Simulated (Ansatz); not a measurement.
## 4 guesses for Er4Se and where they end

All numbers below come from Ansatz 0.2.0, DFT PBE, scalar-relativistic, plane waves, PAW, and for the lanthanide a 4f-in-core norm-conserving potential. All cells share a 770 eV cutoff and Γ-centred k meshes spaced at most about 0.3 Å⁻¹ (about 0.25 or finer for metals, 2π included). No spin polarisation in the final relaxations.

Each guess was relaxed in cell and atoms at zero pressure, within the symmetry of its start. These are static total energies at zero pressure. Coordination counts Er atoms around Se (those within 1.25 times the shortest such distance or 1.15 times the sum of covalent radii, 1.27 where that leaves under three; a plus sign parts nearer from farther groups; the shortest distance is added where it exceeds 1.18 times the sum of covalent radii).

```json
{"guess": "1", "made from": "Mn4N type", "start group": "Pm-3m", "V start (Å³/atom)": "23.6", "end group": "?", "V end (Å³/atom)": "?", "coordination at the end": "?", "gap on mesh (eV)": "?", "E over the lowest end (meV/atom)": "?"}
{"guess": "2", "made from": "random cell", "start group": "R-3m", "V start (Å³/atom)": "30.0", "end group": "R-3m", "V end (Å³/atom)": "39.3", "coordination at the end": "Se 6", "gap on mesh (eV)": "0", "E over the lowest end (meV/atom)": "823"}
{"guess": "3", "made from": "random cell", "start group": "P4/mmm", "V start (Å³/atom)": "25.1", "end group": "P4/mmm", "V end (Å³/atom)": "29.0", "coordination at the end": "Se 8", "gap on mesh (eV)": "0", "E over the lowest end (meV/atom)": "0"}
{"guess": "4", "made from": "Hg4Pt type", "start group": "Im-3m", "V start (Å³/atom)": "24.2", "end group": "Im-3m", "V end (Å³/atom)": "30.3", "coordination at the end": "Se 8", "gap on mesh (eV)": "0", "E over the lowest end (meV/atom)": "310"}
```

Guess 1 as it starts:

```cif
data_structure
_symmetry_space_group_name_H-M 'P 1'
_symmetry_Int_Tables_number 1
_cell_length_a 4.9030
_cell_length_b 4.9030
_cell_length_c 4.9030
_cell_angle_alpha 90.000
_cell_angle_beta 90.000
_cell_angle_gamma 90.000
_cell_volume 117.87
loop_
_atom_site_label
_atom_site_type_symbol
_atom_site_fract_x
_atom_site_fract_y
_atom_site_fract_z
_atom_site_occupancy
Er1 Er 0.50000 0.50000 0.50000 1
Er2 Er 0.00000 0.50000 0.50000 1
Er3 Er 0.50000 0.00000 0.50000 1
Er4 Er 0.50000 0.50000 0.00000 1
Se1 Se 0.00000 0.00000 0.00000 1
```

Question: Predict the end of this guess and its energy over the lowest end.

Answer: It ends in space group Pm-3m (No. 221), with a = 5.517 Å, 33.6 Å³/atom and no gap. It lies 1.19 eV/atom over the lowest end, above guess 2 and so the highest of the set. Counting Er atoms around Se, this end has Se 12+8 from 3.9 Å and the lowest (guess 3) has Se 8.

```cif
data_structure
_symmetry_space_group_name_H-M 'P 1'
_symmetry_Int_Tables_number 1
_cell_length_a 5.5168
_cell_length_b 5.5168
_cell_length_c 5.5168
_cell_angle_alpha 90.000
_cell_angle_beta 90.000
_cell_angle_gamma 90.000
_cell_volume 167.90
loop_
_atom_site_label
_atom_site_type_symbol
_atom_site_fract_x
_atom_site_fract_y
_atom_site_fract_z
_atom_site_occupancy
Er1 Er 0.50000 0.50000 0.50000 1
Er2 Er 0.00000 0.50000 0.50000 1
Er3 Er 0.50000 0.00000 0.50000 1
Er4 Er 0.50000 0.50000 0.00000 1
Se1 Se 0.00000 0.00000 0.00000 1
```

Formation energies are uncorrected and refer to the elements' standard structures at the same level.

Question: Is the lowest end bound against the elements?

Answer: Yes: its formation energy is −0.42 eV/atom. Whether it is stable depends on the other phases of the system, which aren't compared here.

The reference form of Se is held partly by dispersion forces, which this level lacks. Cells relaxed within their symmetry can be saddle points. A lower structure may well exist outside this small set. Some types were kept out of the candidates beforehand, so the set may lack a known form.

The lanthanide is trivalent by construction, without f bands, f moments or other valences. The reference runs of the other elements, and any phases without the lanthanide, used 420 eV, which shifts energies against them by under 10 meV/atom. The lanthanide's reference is the lowest of its hcp, dhcp and fcc cells.
